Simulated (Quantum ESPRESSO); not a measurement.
# Planted mistakes on one cell of In3TiO5N

These are calculations, not measurements. They come from pw.x of Quantum ESPRESSO 7.5, a plane-wave density functional program, with PseudoDojo standard norm-conserving files (v0.5 for PBE, v0.4.1 for LDA and PBEsol). The cells are made up: elements, strain and atom displacements were drawn at random, and nothing was relaxed. There is no spin polarisation, spin-orbit coupling or dispersion term.

The cell has 10 sites of a corundum lattice. Sites 1 to 4 hold In In In Ti; sites 5 to 10 hold O O O N O O. Cell vectors in Å: (2.740, 1.610, 4.940); (-2.746, 1.620, 4.939); (0.006, -3.228, 4.939). Settings: PBE, cutoff 1143 eV, 5 x 5 x 5 k mesh shifted by half a step, Fermi-Dirac smearing of 0.025 eV.

The intended run has a self-consistency threshold of 1e-07 eV, a smearing term of 0.000 eV, a pressure of -2.92 GPa and 16 iterations. Each further run changes one thing: atoms of sites 5 and 8 exchanged; cutoff 617 eV; k mesh 1 x 1 x 1; one electron added; smearing 0.44 eV; threshold 0.3 eV. A coarse mesh keeps the shift, and a charged cell sits in a uniform background.

| run | change of free energy (eV) | smearing term -TS (eV) | change of P (GPa) | largest change of a force component (eV/Å) | iterations |
| --- | --- | --- | --- | --- | --- |
| A | -0.848 | 0.000 | -1.41 | 0.419 | 17 |
| B | 13.045 | 0.000 | -84.07 | 0.304 | 16 |
| C | -0.309 | 0.000 | -0.45 | 1.996 | 14 |
| D | 0.244 | 0.000 | -4.44 | 0.463 | 6 |
| E | -0.422 | -1.258 | 1.40 | 0.372 | 14 |
| F | 11.106 | -0.022 | 22.31 | 0.425 | 16 |

A rerun of the intended cell at 1437 eV and k mesh 7 x 7 x 7 moved values by no more than 0.003 eV in the cell's energy, 0.03 GPa in stress and 0.002 eV/Å in force.

Question: which change belongs to which run?

## Worked reading

Run D has the fewest iterations, as a run stopped early does. Run E has the largest smearing term, as wide smearing gives. Run B has a higher energy and the largest fall in pressure, as too small a basis gives. Energies from files of another functional, or of a charged cell, have another zero and say nothing on stability; the pressure of a charged cell rests on the program's zero of potential too.

## Key

```
run                            change
  A                  k mesh 1 x 1 x 1
  B                     cutoff 617 eV
  C  atoms of sites 5 and 8 exchanged
  D                  threshold 0.3 eV
  E                  smearing 0.44 eV
  F                one electron added
```